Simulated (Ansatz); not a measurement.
PdGe: pressure against volume

PdGe, Pnma, a = 5.770 Å, b = 3.523 Å, c = 6.226 Å. The structure is a COD entry; whether it is the stable form wasn't checked. Ansatz: PBEsol, PAW, 420 eV, Γ-centred 6×10×6 mesh on 8 atoms, Gaussian smearing 0.10 eV; no spin polarisation. Shape and atoms are relaxed at each volume; pressure is positive in compression.

```
V (Å³/atom) P (GPa)
     14.395        ?
     14.869    10.50
     15.344     4.76
     15.818    -0.01
     16.293    -3.96
     16.767    -7.22
     17.400   -10.66
```

Task: Take V0 = 15.818 Å³/atom, count pressures from its P0 = -0.01 GPa, fit the third-order Birch–Murnaghan form to the other rows, and predict the missing pressure.

Result: With the Eulerian strain f = ½[(V0/V)^(2/3) − 1] and y = (P − P0)/[3f(1 + 2f)^(5/2)], the form is the line y = B0 + 1.5 B0 (B0′ − 4) f. Rows (f, y): 0.02105, 150.1; 0.01024, 147.6; -0.00977, 141.6; -0.01905, 139.0; -0.03079, 135.2. Means f = -0.005664, y = 142.70; Σ(Δf)² = 0.001794, ΣΔfΔy = 0.5181; the slope is their ratio. y = 144.3 + 288.8 f GPa, so B0 = 144.3 GPa and B0′ = 4 + 2 × (288.8)/(3 × 144.3) = 5.33. At V = 14.395, f = 0.03243, y = 153.67 and P = 17.48 GPa. The run gave 17.37 GPa, so the fit is 0.11 GPa too high, a small miss on the scale of the series.